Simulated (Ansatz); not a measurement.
Phonons of SrTl (CsCl type) at Γ, X = (0.5, 0.0, 0.0), M = (0.5, 0.5, 0.0), R = (0.5, 0.5, 0.5).

SrTl (CsCl type)

```yaml
crystal:
  lattice:
    - [3.94878, 0.00000, 0.00000]
    - [0.00000, 3.94878, 0.00000]
    - [0.00000, 0.00000, 3.94878]
  atoms:
    - { symbol: Sr, position: [0.00000, 0.00000, 0.00000] }
    - { symbol: Tl, position: [0.50000, 0.50000, 0.50000] }
```

Method: LDA (plane waves to 420 eV, PAW, scalar-relativistic; Ansatz, a first-principles code). DFPT wavenumbers on a 12×12×12 k mesh, in cm⁻¹ and rounded to 5; i marks imaginary ones, q is in fractions of the reciprocal vectors of the cell shown, and the three acoustic modes at Γ are left out. Spin-orbit coupling is left out, though Tl is heavy. SrTl was relaxed with its symmetry unable to fall.

| q | wavenumbers (cm⁻¹) |
|---|---|
| Γ | 100 (×3) |
| X = (0.5, 0.0, 0.0) | 40, 55 (×2), 85 (×2), 120 |
| M = (0.5, 0.5, 0.0) | 0 (×2), 60, 70, 125 (×2) |
| R = (0.5, 0.5, 0.5) | 35 (×3), 110 (×3) |

Highest mode: 125 cm⁻¹ at M = (0.5, 0.5, 0.0).
